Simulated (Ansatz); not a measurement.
# Calculated ⁷³Ge NMR of the central transition for Ge5P6O25

Cell: a COD entry, ions relaxed with PBE at fixed cell.

Space group R-3:H (No. 148); a = 7.9940, c = 24.8700 Å, γ = 120.00°.

```
site  Wyckoff  site symmetry       x       y       z
 Ge1       6c             3.  0.0000  0.0000  0.8248
 Ge3       3a            -3.  0.0000  0.0000  0.0000
 Ge4       6c             3.  0.0000  0.0000  0.5690
   P      18f              1  0.6014  0.9593  0.5762
 O12      18f              1  0.8185  0.0409  0.5955
 O18      18f              1  0.9075  0.7864  0.2196
 O24      18f              1  0.8075  0.5590  0.2929
 O30       3b            -3.  0.0000  0.0000  0.5000
 O31      18f              1  0.5603  0.7985  0.5348
```

One atom of each set is listed; the run and its k-mesh use a cell of 36 atoms with edges of 9.49, 9.49, 9.49 Å.

All values are calculated (Ansatz; DFT, PBE, plane waves and PAW, scalar-relativistic, 420 eV cutoff, Γ-centred 3×3×3 k-points, Fermi–Dirac smearing 0.02 eV), not measured.

⁷³Ge has I = 9/2 and Q = -196.0 mb (Pyykkö 2018); at 21.1 T its Larmor frequency is ν₀ = 31.4 MHz. Only the quadrupole interaction is simulated: positions count from each site's isotropic chemical shift, and J coupling is left out, as are shift anisotropy and dipolar coupling, which fast spinning averages.

**Question.** What does the ⁷³Ge spectrum (fast magic-angle spinning) show for each site?

**Answer.** 

| site | first shell | C_Q (MHz) | η | P_Q (MHz) | δ_QIS (ppm) | breadth (kHz) |
| --- | --- | --- | --- | --- | --- | --- |
| Ge1 | 6 O at 1.85–1.91 Å | 3.07 | 0.00 | 3.07 | -13.2 | 0.891 |
| Ge3 | 6 O at 1.87 Å | 2.50 | 0.00 | 2.50 | -8.81 | 0.594 |
| Ge4 | 4 O at 1.72–1.77 Å | -1.38 | 0.00 | 1.38 | -2.68 | 0.181 |

δ_QIS = −(ν_Q²/30ν₀²)[I(I+1) − 3/4](1 + η²/3) × 10⁶ ppm with ν_Q = 3|C_Q|/[2I(2I−1)]; it falls as 1/B₀² in ppm, and the breadth as 1/B₀ in kHz.

An axis of threefold or higher order runs through Ge1, Ge3 and Ge4, so V_zz lies along it and η is zero.
